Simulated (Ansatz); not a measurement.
A relaxed structure of ZrCu is spoiled in several ways and relaxed again each time (squeezed and stretched starts keep its symmetry, which their runs cannot lower; pressure is positive under compression). Method: PBEsol (plane waves to 420 eV, PAW, scalar-relativistic; Ansatz, an electronic-structure program).

```cif
data_Cu8Zr8
_chemical_formula_sum 'Zr8 Cu8'
_space_group_name_H-M_alt 'Cm'
_space_group_IT_number 8
_space_group_name_Hall 'C -2y'
_cell_length_a 6.42751
_cell_length_b 8.15620
_cell_length_c 5.32753
_cell_angle_alpha 90.000
_cell_angle_beta 104.894
_cell_angle_gamma 90.000
loop_
_atom_site_label
_atom_site_type_symbol
_atom_site_symmetry_multiplicity
_atom_site_Wyckoff_symbol
_atom_site_fract_x
_atom_site_fract_y
_atom_site_fract_z
_atom_site_occupancy
Zr1 Zr 2 a 0.40585 0.50000 0.00334 1
Zr2 Zr 2 a 0.40809 0.00000 0.97790 1
Zr3 Zr 4 b 0.04824 0.22266 0.59304 1
Cu1 Cu 2 a 0.21855 0.50000 0.44706 1
Cu2 Cu 2 a 0.30312 0.00000 0.43472 1
Cu3 Cu 4 b 0.19570 0.24976 0.15321 1
```
(The calculation used a cell of 8 atoms; values per cell refer to that cell.)

| change | first pressure (GPa) | largest first force (eV/Å) | released (eV/atom) | moves | outcome | final group | E − E(parent) (eV/atom) |
|---|---|---|---|---|---|---|---|
| deformed by the Cartesian strain tensor (xx, yy, zz, yz, xz, xy) = (0.036, 0.126, -0.064, -0.002, 0.108, -0.018) | -5.2 | 1.60 | 0.22 | 17 | lower structure | P-1 | -0.01 |
| squeezed uniformly to 80 % of its volume | 46.7 | 1.00 | 0.41 | 16 | returns to the parent | Cm | 0.00 |

First-step values come from each run's starting, coarser k-mesh (6×6×7, 7×7×7). Each cell has its own k-point mesh; energy differences are given only to the digits this allows. No spin polarisation in the result.

The relaxation started from an entry of Materials Project.
